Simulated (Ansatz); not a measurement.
CaP in space group P-62m (No. 189; Ca on 3g, Ca on 3f, P on 4h, P on 2e), r²SCAN in the plane-wave PAW code Ansatz. The conduction-band minimum lies at A, with 1 equivalent valley. Second derivatives d²E/dk² of the lowest band at one valley (eV·Å²), along Cartesian directions:

```csv
direction,d²E/dk²
[100],4.003
[010],4.003
[001],65.75
[110],4.003
[101],34.91
[011],34.91
```

Question: Find the principal effective masses, the density-of-states mass and the conductivity mass.

Answer: Off-diagonal terms follow from H_xy = H[110] − (H_xx + H_yy)/2, and m*/mₑ = 7.620 eV·Å² over each eigenvalue: 0.12, 1.9, 1.9. One valley's DOS mass (m₁m₂m₃)^(1/3) = 0.75, conductivity mass 3/(Σ 1/mᵢ) = 0.31 mₑ.

Question: What effective density of states Nc follows at 300 K for parabolic valleys?

Answer: Nc = 2.509e19 × 1 × (0.75)^(3/2) ≈ 1.6e19 cm⁻³.

The first step of the workflow began from a Materials Project structure, measured or hypothetical; the Crystallography Open Database copy checked does not list it. Its standing as an ambient phase is unchecked. The r²SCAN relaxation kept the symmetry of its start; whether a distortion lowers the energy is not shown.

Potentials: the later of the program's two PAW sets.

Edges and masses are those of Kohn–Sham bands, whose gap is no quasiparticle gap.
